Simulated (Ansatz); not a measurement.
The start is a generated cell, Rh placed in the diamond structure type. The structure is fully relaxed (lattice and positions, P = 0) with r2SCAN (plane waves to 500 eV, PAW, scalar-relativistic; Ansatz, a first-principles code). The first steps use a coarse 11×11×11 k-mesh.

Input geometry:
```
Rh
1.0
    0.00000     2.60490     2.60490
    2.60490     0.00000     2.60490
    2.60490     2.60490     0.00000
Rh
2
Direct
  0.25000   0.25000   0.25000
  0.00000   0.00000   0.00000
```

- Initial pressure: +29.2 GPa (positive: the cell is compressed)
- Outcome: The space group stays Fd-3m (No. 227) (the run could not lower it); the end is diamond type, with 2 atoms in the primitive cell
- Volume change: +15.2 %, from 17.68 to 20.36 Å³/atom
- Shortest distances (start → end): The closest pairs of elements (up to four, under 3.6 Å), start → end: Rh–Rh 2.26 → 2.36 Å
- Band gap at the end: no gap (metallic)
- Optimiser moves: 8

The end point of the relaxation:

Space group Fd-3m, origin choice 1 (No. 227); a = 5.461 Å, b = 5.461 Å, c = 5.461 Å, α = 90.00°, β = 90.00°, γ = 90.00°

```json
[
 {"atom": "Rh", "site": "8a", "symmetry": "-43m", "x": "0.0000", "y": "0.0000", "z": "0.0000"}
]
```
(The calculation used a cell of 2 atoms; values per cell refer to that cell.)

Final values are on a 15×15×15 k-mesh of the relaxed cell. No spin polarisation in the result.

The run could not lower the symmetry of its start; a shaken copy of this end point relaxes with r2SCAN to Fm-3m (No. 225), 1.12 eV/atom lower.

The relaxed structure here is a generated cell of Rh: the first start was made by placing the elements on the sites of a structure type, and the end was not matched to a known phase here, so it may be hypothetical. Known forms of Rh include space group No. 225.
